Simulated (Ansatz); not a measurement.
HfO2 (tetragonal-ZrO2 type, space group P4_2/nmc)

```
CELL_PARAMETERS angstrom
      3.56753     0.00000     0.00000
      0.00000     3.56753     0.00000
      0.00000     0.00000     5.16669
ATOMIC_POSITIONS crystal
  Hf 0.00000 0.00000 0.00000
  Hf 0.50000 0.50000 0.50000
  O  0.00000 0.50000 0.20010
  O  0.00000 0.50000 0.70010
  O  0.50000 0.00000 0.29990
  O  0.50000 0.00000 0.79990
```

The slice is a (010) plane (indices of the conventional cell) through the point (0.500, 0.000, 0.300) (fractional), spanned by u = [100] and v = [001] in vectors of this cell: u (3.57 Å) and v (5.17 Å, at 90° to u). It covers one period; positions are fractions (u, v).

These are PBEsol (plane waves to 420 eV, PAW, scalar-relativistic; Ansatz, an electronic-structure program) values and carry that method's errors. k mesh 9×9×7. Near the nuclei the fields are pseudised (PAW); where an atom keeps semicore shells as valence, they peak there. HfO2 is run without spin polarisation. HfO2 was relaxed with its symmetry unable to fall. Spin-orbit coupling is left out, though Hf is heavy. The PAW data are Ansatz's earlier set. This is a high-temperature form of HfO2.

Around which element is the density of the lowest conduction band (whole band as if filled, smooth part) largest on this plane?

Hf. Mean over a disc round each atom, of radius 0.45 times the shortest bond: Hf 0.093, O 0.018 e/Å³.

Around which element is the density of the highest valence band (whole band, smooth part) largest on this plane?

O. Mean over a disc round each atom, of radius 0.45 times the shortest bond: O 0.101, Hf 0.007 e/Å³.

What is the valence density on the shortest Hf–O line in this plane (2.06 Å), at its minimum between the atoms?

0.74 e/Å³.

Sketch the density of the lowest conduction band (whole band as if filled, smooth part) on this plane as a map.


| v \ u | 0.00 | 0.14 | 0.27 | 0.41 | 0.55 | 0.68 | 0.82 | 0.95 |
|---|---|---|---|---|---|---|---|---|
| 0.88 | 0.012 | 0.018 | 0.026 | 0.160 | 0.227 | 0.048 | 0.018 | 0.014 |
| 0.75 | 0.002 | 0.015 | 0.047 | 0.014 | 0.027 | 0.043 | 0.025 | 0.003 |
| 0.62 | 0.019 | 0.017 | 0.026 | 0.051 | 0.094 | 0.026 | 0.019 | 0.018 |
| 0.50 | 0.015 | 0.014 | 0.022 | 0.127 | 0.171 | 0.043 | 0.010 | 0.017 |
| 0.38 | 0.012 | 0.003 | 0.011 | 0.030 | 0.035 | 0.017 | 0.003 | 0.010 |
| 0.25 | 0.002 | 0.005 | 0.011 | 0.016 | 0.017 | 0.013 | 0.007 | 0.002 |
| 0.12 | 0.019 | 0.003 | 0.006 | 0.016 | 0.017 | 0.010 | 0.001 | 0.015 |
| 0.00 | 0.015 | 0.035 | 0.012 | 0.038 | 0.046 | 0.019 | 0.020 | 0.027 |

Values: density of the lowest conduction band (whole band as if filled, smooth part) in e/Å³.
